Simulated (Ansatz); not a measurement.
**Squeezing Rb (sc type)**

```yaml
crystal:
  lattice:
    - [4.37451, 0.00000, 0.00000]
    - [0.00000, 4.37451, 0.00000]
    - [0.00000, 0.00000, 4.37451]
  atoms:
    - { symbol: Rb, position: [0.00000, 0.00000, 0.00000] }
```

The cell comes from a relaxation on PAW files under the same functional, begun from a prototype that needn't be the stable phase.

Its volume is scaled at fixed shape and fractional positions.

Level of theory: DFT with LDA, scalar-relativistic, in Ansatz 0.2.0; a Γ-centred 10×10×10 k mesh, Fermi–Dirac smearing of 0.05 eV, no spin polarisation. LAPW: all electrons, basis error target 1 meV/atom; PAW: frozen-core files, cutoff 420 eV; crystal datasets: all electrons, by PAW datasets that the program makes for each cell; norm-conserving: pseudopotentials, cutoff 571 eV; PAW (core large): files with a larger core, cutoff 420 eV.

Energies are extrapolated to zero smearing and count from the unscaled cell; pressure is positive in compression; gaps take the mesh and a band path. No temperature or zero-point motion is included.

The PAW files were made under PBE.

| V/V0 | V (Å³/atom) | P LAPW (GPa) | ΔE LAPW (eV/atom) | P PAW − LAPW (GPa) | ΔE PAW − LAPW (meV/atom) |
| --- | --- | --- | --- | --- | --- |
| 1.00 | 83.71 | 0.02 | 0.000 | 0.00 | 0.0 |
| 0.95 | 79.53 | 0.19 | 0.003 | 0.00 | 0.0 |
| 0.85 | 71.16 | 0.67 | 0.024 | 0.00 | 0.0 |
| 0.75 | 62.78 | 1.47 | 0.078 | 0.00 | 0.0 |
| 0.65 | 54.41 | 2.74 | ? | 0.00 | 0.0 |
| 0.55 | 46.04 | 4.28 | 0.372 | 0.00 | 0.1 |
| 0.45 | 37.67 | ? | 0.659 | 0.00 | 0.1 |
| 0.40 | 33.48 | 8.93 | 0.861 | 0.00 | 0.2 |

Question: Fill in "ΔE LAPW (eV/atom)" for the row "0.65".

Answer: 0.188.

Question: Fill in "P LAPW (GPa)" for the row "0.45".

Answer: 6.90.

Question: From the table, what is the rise of the enthalpy H = E + pV up to the last row, and how stiff is the crystal between the last two rows?

Answer: ΔH = 0.861 eV + (8.93 GPa × 33.48 Å³ − 0.02 GPa × 83.71 Å³) × 0.006242 eV/(GPa·Å³) = 2.72 eV/atom, of which pV makes 68 %. The mean bulk modulus there is −ΔP/Δln V = 17.2 GPa.

Question: At the smallest volume, how far do crystal datasets and norm-conserving and PAW (core large) lie from LAPW in pressure?

Answer: crystal datasets: 0.00 GPa; norm-conserving: +0.04 GPa; PAW (core large): 0.00 GPa, on a LAPW pressure of 8.93 GPa.
